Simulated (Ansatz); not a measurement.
MnPd (L1₀ or tetragonal B2, P4/mmm) under volume change, plane-wave PAW PBEsol (Ansatz code), shape and atoms relaxed at each volume.

```
V (Å³/atom)  E − E(relaxed) (meV/atom)  P (GPa)
-----------  -------------------------  -------
12.598                            68.7    19.38
13.013                            28.7    11.75
13.428                             [?]      [?]
13.844                             0.0     0.00
14.259                             6.0    -4.47
14.674                             [?]      [?]
15.089                            48.0   -11.33
```

**Question.** Fill in the missing entries.

**Answer.** 
- 14.674, E − E(relaxed) (meV/atom): 22.5
- 14.674, P (GPa): -8.21
- 13.428, E − E(relaxed) (meV/atom): 6.7
- 13.428, P (GPa): 5.36

**Question.** What does a third-order Birch–Murnaghan fit give for V₀, B₀ and B′?

**Answer.** V₀ = 13.84 Å³/atom, B₀ = 163 GPa, B′ = 4.9.

Its axis ratio c/a = 1.33 departs by over 6 % from that of the usual cell of this phase: another minimum, or an error of the functional. The PBEsol relaxation kept the symmetry of its start, as lowered by the spin order; its stability against distortions is not shown here. Magnetic state: antiferromagnetic, chosen from 5 collinear starts compared on coarse meshes (ties went to the first, and starts can fall back to one state), not a proven ground state.

Potentials: the later of the program's two PAW sets.
